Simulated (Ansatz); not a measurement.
Here is the system:

Relaxed Sc (hcp, Mg type):

```yaml
crystal:
  lattice:
    - [3.27714, 0.00000, 0.00000]
    - [-1.63857, 2.83808, 0.00000]
    - [0.00000, 0.00000, 5.08539]
  atoms:
    - { symbol: Sc, position: [0.33333, 0.66667, 0.75000] }
    - { symbol: Sc, position: [0.66667, 0.33333, 0.25000] }
```

Scan: atom 1 (Sc, nearest neighbour Sc at 3.169 Å; its periodic images, 3.3 Å or more away, move with it) is displaced along Cartesian [111], direction (0.577, 0.577, 0.577) in Cartesian axes, by s. The other atoms stay.

These are PBEsol (plane waves to 420 eV, PAW, scalar-relativistic; Ansatz, a program for electronic structure) values and carry that method's errors. k mesh 13×13×8 (Γ-centred), Fermi-Dirac smearing 0.05 eV. E stands for the smeared free energy. With partly filled bands, energies and forces of such displacements shift with the k mesh and the smearing. Sc is run without spin polarisation. Sc was relaxed with its symmetry unable to fall. ΔE is measured from the undisplaced structure.

The scan covers s from -0.320 to 0.320 Å in 11 points.

Q: Is this a single well or a double well?

A: A single well with its minimum at or next to zero displacement.

Q: Is the energy the same for displacements of ±0.320 Å, and if not, which side lies higher?

A: Not even: the negative side lies higher at ±0.320 Å. With its periodic images moving along, the atom's site symmetry in this cell is -6m2.

Q: What is the force constant k = d²E/ds² of this move at s = 0?

A: 2.53 eV/Å².

(For displaced atoms, the force is minus the slope of the energy, and its curvature is a force constant, which sets phonon frequencies.)
